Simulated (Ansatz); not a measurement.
**Trends among crystals of one structure type (Pm-3m)**

All 4 crystals share space group Pm-3m (No. 221) and the same kinds of sites, 2 atoms in the primitive cell. They are database entries and needn't be the stable phases. The set is a selection: crystals with unstable modes on a coarse mesh or in a metal were left out. Cells are relaxed by PAW under the functional.

Quantity: harmonic phonons by finite displacements (negative means unstable), on a 2×2×2 q mesh. Level: PBEsol, all-electron LAPW in Ansatz 0.2.0, scalar-relativistic.

| crystal | cell (conventional) | k mesh | smearing (eV) | highest mode (cm⁻¹) | lowest at X (cm⁻¹) | lowest at M (cm⁻¹) | lowest at R (cm⁻¹) | highest at Γ (cm⁻¹) |
| --- | --- | --- | --- | --- | --- | --- | --- | --- |
| CaMg | a = 3.925 Å | 10×10×10 | 0.08 | 206 | 127 | 55.0 | 135 | 206 |
| SrMg | a = 4.132 Å | 10×10×10 | 0.08 | 171 | 80.0 | 45.4 | 108 | 171 |
| MgPd | a = 3.143 Å | 10×10×10 | 0.10 | ? | ? | ? | ? | ? |
| MgAu | a = 3.257 Å | 10×10×10 | 0.08 | 284 | 67.3 | 35.7 | 69.4 | 206 |

Problem. What did the calculation give for MgPd?

Solution. highest mode = 317 cm⁻¹, lowest at X = 117 cm⁻¹, lowest at M = 77.0 cm⁻¹, lowest at R = 119 cm⁻¹, highest at Γ = 248 cm⁻¹.

Keep in mind: responses of metals move with mesh and smearing; no spin-orbit coupling on heavy atoms (MgAu).
